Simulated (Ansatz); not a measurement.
CsI (CsCl type)

```
CsI
1.0
    4.61137     0.00000     0.00000
    0.00000     4.61137     0.00000
    0.00000     0.00000     4.61137
Cs I
1 1
Cartesian
  0.00000   0.00000   0.00000
  2.30568   2.30568   2.30568
```

The slice is a {100} plane (indices of the conventional cell) through the point (0.000, 0.000, 0.000) (fractional), spanned by u = [100] and v = [010] in vectors of this cell: u (4.61 Å) and v (4.61 Å, at 90° to u). It covers one period; positions are fractions (u, v).

Method: r2SCAN (plane waves to 500 eV, PAW, scalar-relativistic; Ansatz, a first-principles code). k mesh 7×7×7. Inside the PAW spheres the values are not all-electron values, and peaks at nuclei hang on which shells count as valence. CsI was relaxed with its symmetry unable to fall. Spin-orbit coupling is left out, though I is heavy.

Problem. Sketch the electron localisation function (ELF) on this plane as a map.

Solution. 
```
|xxxxxx77999999886622000000000022668899999977xxxx|
|xxxx669999999977551100000000001155779999999966xx|
|777799999999886633000000000000003366889999999977|
|999999999999774411000000000000001144779999999999|
|999999999988552200000000000000000022558899999999|
|999999887755220000000000000000000000225577889999|
|888877664422000000000000000000000000002244667788|
|666655331100000000000000000000000000000011335566|
|222211000000000000000000000000000000000000001122|
|000000000000000000000000000000000000000000000000|
|000000000000000000000000000000000000000000000000|
|000000000000000000000000000000000000000000000000|
|000000000000000000000000000000000000000000000000|
|000000000000000000000000000000000000000000000000|
|222211000000000000000000000000000000000000001122|
|666655331100000000000000000000000000000011335566|
|888877664422000000000000000000000000002244667788|
|999999887755220000000000000000000000225577889999|
|999999999988552200000000000000000022558899999999|
|999999999999774411000000000000001144779999999999|
|777799999999886633000000000000003366889999999977|
|xxxx669999999977551100000000001155779999999966xx|
|xxxxxx77999999886622000000000022668899999977xxxx|
|xxxxxx77999999886622000000000022668899999977xxxx|
```
Scale: ten equal steps from 0.00 (start of '0') to 0.90 (end of '9'), in the order '0123456789'. Values: electron localisation function (ELF). The map has 24 points along u (two characters each, u = 0 at the left) and 24 along v (v = 0 in the bottom row). Points within 0.5 Å of a nucleus are blanked (x), as the pseudised field means little there.
